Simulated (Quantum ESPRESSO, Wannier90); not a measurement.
# Te (C2/m): Wannier90 run

Structure: Materials Project mp-570459, symmetrised, not relaxed again. Not found in the COD (Crystallography Open Database) copy used, which has the formula in other groups; not checked further. Computed values, not measurements, from LDA: Quantum ESPRESSO (norm-conserving PseudoDojo potentials, cutoff 66 Ry, no spin polarisation, no spin-orbit coupling) on a Γ-centred 8×8×6 mesh, then Wannier90. Density: 8×8×6 mesh, cold smearing 0.01 Ry. Spin-orbit coupling is left out although heavy elements are present.

```
begin unit_cell_cart
ang
    3.8202900000   -2.1482050000    0.0000000000
    3.8202900000    2.1482050000    0.0000000000
   -0.0942870000    0.0000000000    5.9760860000
end unit_cell_cart
mp_grid = 8 8 6
```

### Question
Which shells of neighbouring k-points and which b-vectors and weights does Wannier90 pick for this cell and mesh?

### Answer
```
 *---------------------------------- K-MESH ----------------------------------*
 +----------------------------------------------------------------------------+
 |                    Distance to Nearest-Neighbour Shells                    |
 |                    ------------------------------------                    |
 |          Shell             Distance (Ang^-1)          Multiplicity         |
 |          -----             -----------------          ------------         |
 |             1                   0.175231                      2            |
 |             2                   0.205612                      2            |
 |             3                   0.209729                      4            |
 |             4                   0.268040                      2            |
 |             5                   0.272248                      2            |
 |             6                   0.272257                      4            |
 |             7                   0.274336                      4            |
 |             8                   0.350463                      2            |
       ... (lines left out)
 +----------------------------------------------------------------------------+
 | The b-vectors are chosen automatically                                     |
 | The following shells are used:                       1,  2,  3,  4         |
 +----------------------------------------------------------------------------+
 |                        Shell   # Nearest-Neighbours                        |
 |                        -----   --------------------                        |
 |                          1               2                                 |
 |                          2               2                                 |
 |                          3               4                                 |
 |                          4               2                                 |
 +----------------------------------------------------------------------------+
 | Completeness relation is fully satisfied [Eq. (B1), PRB 56, 12847 (1997)]  |
 +----------------------------------------------------------------------------+
 |                  b_k Vectors (Ang^-1) and Weights (Ang^2)                  |
 |                  ----------------------------------------                  |
 |            No.         b_k(x)      b_k(y)      b_k(z)        w_b           |
 |            ---        --------------------------------     --------        |
 |             1         0.000000    0.000000    0.175231    16.068527        |
 |             2         0.000000    0.000000   -0.175231    16.068527        |
 |             3         0.205586    0.000000    0.003244     7.870369        |
 |             4        -0.205586    0.000000   -0.003244     7.870369        |
 |             5         0.102793    0.182803    0.001622     7.481207        |
 |             6         0.102793   -0.182803    0.001622     7.481207        |
 |             7        -0.102793   -0.182803   -0.001622     7.481207        |
 |             8        -0.102793    0.182803   -0.001622     7.481207        |
 |             9         0.205586    0.000000   -0.171988     0.218978        |
 |            10        -0.205586    0.000000    0.171988     0.218978        |
```
